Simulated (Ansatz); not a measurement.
The start is a relaxed Ni cell, doubled along one cell vector, shaken by Gaussian noise of σ = 0.08 Å a coordinate. A full variable-cell relaxation at zero pressure is run with r2SCAN (plane waves to 500 eV, PAW, scalar-relativistic; Ansatz, a quantum-chemistry and plane-wave program). The first steps use a coarse 16×8×16 k-mesh.

Input geometry:
```
CELL_PARAMETERS angstrom
      0.00000     1.73987     1.73987
      3.47974     0.00000     3.47974
      1.73987     1.73987     0.00000
ATOMIC_POSITIONS crystal
  Ni 0.94786 0.01704 0.93777
  Ni 0.02652 0.51570 0.93813
```
Spin-polarised start, with parallel moments on Ni.

What is the largest force in the starting geometry, and on which atom (counted from 1)?

0.50 eV/Å, on Ni1, Ni2 (atoms numbered as listed).

By how much does the energy per atom fall from start to end?

0.02 eV/atom.

Does it find its way back to the structure it was made from?

It relaxes back to the parent, Fm-3m (No. 225).

How do the shortest distances between atoms change?

The closest pairs of elements (up to four, under 3.6 Å), start → end: Ni–Ni 2.37 → 2.46 Å.

What band gap does the relaxed structure have at this level?

No gap (metallic).

It ends as:

Space group Fm-3m (No. 225); a = 3.480 Å, b = 3.480 Å, c = 3.480 Å, α = 90.00°, β = 90.00°, γ = 90.00°

```tsv
atom	site	symmetry	x	y	z
Ni	4a	m-3m	0.0000	0.0000	0.0000
```
(The calculation used a cell of 1 atom; values per cell refer to that cell.)

Final values are on a 23×23×23 k-mesh of the relaxed cell. Spin state reached: ferromagnetic (net 0.74 μB/atom), from parallel starting moments; other spin orders were not run from this start. r2SCAN tends to overstate moments in metals.

The run could not lose the symmetry of its start.
